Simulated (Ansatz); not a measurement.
SnO$_{2}$:
```
CELL_PARAMETERS angstrom
      4.82752     0.00000     0.00000
      0.00000     4.82752     0.00000
      0.00000     0.00000     3.23823
ATOMIC_POSITIONS crystal
  Sn 0.00000 0.00000 0.00000
  Sn 0.50000 0.50000 0.50000
  O  0.30660 0.30660 0.00000
  O  0.80660 0.19340 0.50000
  O  0.19340 0.80660 0.50000
  O  0.69340 0.69340 0.00000
```

Relaxed with PBE. Special points in fractions of this cell's reciprocal vectors: Γ (0.000, 0.000, 0.000); X (0.000, 0.500, 0.000); M (0.500, 0.500, 0.000); Z (0.000, 0.000, 0.500); R (0.000, 0.500, 0.500); A (0.500, 0.500, 0.500).

**Question.** List the band energies nearest the valence-band maximum at these points for DFT-PBE in the program Ansatz with PAW potentials.

**Answer.** In eV from the valence-band maximum; about four levels below and three above (degenerate sets whole), none deeper than 8.9 eV; points with the same levels are listed once.

```json
[
 {"k": "Γ", "below": "-1.25 -1.25 -0.74 -0.74 0.00", "above": "0.68 5.70 6.08 6.08"},
 {"k": "X", "below": "-1.20 -1.20 -0.60 -0.60", "above": "3.89 3.89 6.82 6.82"},
 {"k": "M", "below": "-1.32 -1.32 -0.85 -0.85", "above": "4.28 4.28 7.16 7.16"},
 {"k": "Z", "below": "-1.52 -1.52 -1.18 -1.18", "above": "5.60 5.60 9.37 9.37"},
 {"k": "R", "below": "-1.01 -1.01 -0.74 -0.74", "above": "5.86 5.86 7.62 7.62"},
 {"k": "A", "below": "-0.91 -0.91 -0.78 -0.78", "above": "4.36 4.36 8.63 8.63"}
]
```

Space group P4_2/mnm (rutile). The PBE relaxation kept the symmetry of its start. Spin–orbit coupling is left out wherever it is not named.

Potentials: the later of the program's two PAW sets.
